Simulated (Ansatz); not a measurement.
# Notes on Zr3Ga2

```
Zr Ga
1.0
     7.44807    0.00000    0.00000
     0.00000    7.44807    0.00000
     0.00000    0.00000    3.74177
Zr Ga
6 4
Cartesian
  0.0000 0.0000 0.0000
  3.7240 3.7240 0.0000
  1.3407 5.0647 1.8709
  2.3834 1.3407 1.8709
  6.1074 2.3834 1.8709
  5.0647 6.1074 1.8709
  2.8303 6.5543 0.0000
  0.8938 2.8303 0.0000
  4.6178 0.8938 0.0000
  6.5543 4.6178 0.0000
```

Level: r2SCAN, no spin polarisation; 500 eV; 5×5×9 Γ-centred mesh; cold occupations (width 0.0863 eV); Ansatz 0.2.0, fixed geometry.

- Formation energy: -0.61 eV an atom against the elements' usual phases (free molecules for gases, crystals otherwise, with no correction for O₂ or N₂), so it is bound against them; other compounds may still compete. Relaxing would lower it.
- Charges: Bader charges in e: Zr +0.83 to +1.14, Ga -1.55. In the mean Zr gives up most and Ga takes most.
- Electronic structure: It is a metal, with about 11 states/eV a cell as the mean within 0.25 eV of the Fermi level, mostly Zr d (85 %).
- Forces: The largest is on Zr3 (and as large on other atoms): 0.17 eV/Å, components (-0.12, -0.12, 0.00). It makes 138° with the line to a nearest neighbour, Ga7 at 2.82 Å, pointing away from it.

Origin: a database entry at a rescaled volume.
